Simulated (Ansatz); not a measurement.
## Stress against strain in Li

```yaml
crystal:
  lattice:
    - [-1.75000, 1.75000, 1.75000]
    - [1.75000, -1.75000, 1.75000]
    - [1.75000, 1.75000, -1.75000]
  atoms:
    - { symbol: Li, position: [0.00000, 0.00000, 0.00000] }
```

Conventional cell: a = 3.500 Å, b = 3.500 Å, c = 3.500 Å, α = 90.00°, β = 90.00°, γ = 90.00°. Around Li (atom 1) lie 8 Li at 3.03 Å.

The structure is an experimental refinement, used without relaxation.

Level of theory: Ansatz 0.2.0, DFT, PBEsol, all-electron LAPW, scalar-relativistic.

Sampling and basis: a Γ-centred 15×15×15 k mesh, Fermi–Dirac smearing of 0.08 eV, basis error target 0.25 meV/atom, no spin polarisation.

The strain is applied along the Cartesian axes of the cell as listed (the other components stay zero). Fractional coordinates are held (clamped ions).

σ is the change of stress from the unstrained cell, which is at -0.71 GPa; tension is positive, so slopes are stress–strain coefficients at that pressure. In a metal the k mesh adds noise.

Only quantities that a quadratic follows smoothly over the whole series are listed; rougher ones are left out.

```
    εzz  σzz (GPa)  σxx (GPa)
-0.0300      -0.35      -0.37
-0.0100      -0.10      -0.12
 0.0000       0.00       0.00
 0.0100       0.10       0.12
 0.0200       0.19       0.23
 0.0300       0.28       0.33
```

Problem. Fit the series and read off the stiffness at zero strain.

Solution. Least-squares fits y = p0 + p1 x + p2 x² to the rows give σzz (GPa): p1 = 10.4, p2 = -42; σxx (GPa): p1 = 11.7, p2 = -24. So C11 = 10 GPa and C12 = 12 GPa, which gives B = (C11 + 2 C12)/3 = 11 GPa.

Problem. One run, at εzz = -0.0200, is withheld. Predict its row.

Solution. The fits give -0.22, -0.24; the run gave -0.22, -0.24.
